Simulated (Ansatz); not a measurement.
**LaZn, first-principles data**

LaZn:
Space group Pm-3m (No. 221); a = b = c = 3.753 Å, α = β = γ = 90.00°

```csv
atom,site,symmetry,x,y,z
Zn,1a,m-3m,0.0000,0.0000,0.0000
La,1b,m-3m,0.5000,0.5000,0.5000
```

Space group Pm-3m (No. 221), CsCl type; conventional cell a = b = c = 3.7532 Å, α = β = γ = 90.00°.

Method: r²SCAN in the plane-wave PAW code Ansatz. The cell and atoms are relaxed at this level. Other levels are named where they apply.

### Cell and energy

```json
{
  "volume_per_atom": "26.44 Å³",
  "density": "6.42 g/cm³",
  "Formation energy from the elements (no fitted shifts)": "-0.33 eV/atom"
}
```

### Electronic structure

```json
{
 "electronic_character": "metallic (no gap)",
 "Density of states at the Fermi level": "0.95 states/eV per atom (mean over ±0.08 eV)",
 "Gap with spin–orbit coupling": "none (metallic)"
}
```

### Mechanics

```json
{
  "Bulk modulus (Birch–Murnaghan fit)": "49.0 GPa",
  "Pressure derivative B′": "3.8"
}
```

### Charges

```json
{
  "bader_charges": "Zn -1.11, La +1.11 e"
}
```

The workflow started from an entry of the Crystallography Open Database (COD). Its standing as an ambient phase is unchecked. Symmetry was held in the r²SCAN relaxation; its stability against distortions is not shown here. The references are the lowest solids computed at this level, not always the standard phases. Scalar-relativistic: spin–orbit coupling is off unless named, which matters more the heavier the elements.

Potentials: the later of the program's two PAW sets.
